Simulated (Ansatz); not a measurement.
**Profile along the Ti–Ti line in TiAl (CuAu type, space group P4/mmm)**

TiAl (CuAu type, space group P4/mmm)

```
TiAl
1.0
    2.82428     0.00000     0.00000
    0.00000     2.82428     0.00000
    0.00000     0.00000     4.07075
Al Ti
1 1
Direct
  0.50000   0.50000   0.50000
  0.00000   0.00000   0.00000
```

Fields along a shortest Ti–Ti line of a (010) plane (2.82 Å), from Ti to Ti, interpolated on the slice's grid (step about 0.2 Å). Calculation: PBE (plane waves to 420 eV, PAW, scalar-relativistic; Ansatz, a quantum-chemistry and plane-wave program). k mesh 16×16×12. Near the nuclei the fields are pseudised (PAW); where an atom keeps semicore shells as valence, they peak there. TiAl is run without spin polarisation. TiAl was relaxed with its symmetry unable to fall.

```
distance from Ti (Å)  valence electron density (e/Å³)  electron localisation function
--------------------  -------------------------------  ------------------------------
0.00                                            10.23                               x
0.28                                             9.02                               x
0.56                                             4.34                            0.67
0.85                                             0.90                            0.45
1.13                                             0.29                            0.22
1.41                                             0.23                            0.30
1.69                                             0.29                            0.22
1.97                                             0.90                            0.45
2.26                                             4.34                            0.67
2.54                                             9.02                               x
2.82                                            10.23                               x
```

x: too close to a nucleus for the ELF to mean much.

Density on the Ti–Ti line (2.82 Å) at its midpoint: 0.23 e/Å³. ELF at that point: 0.3.
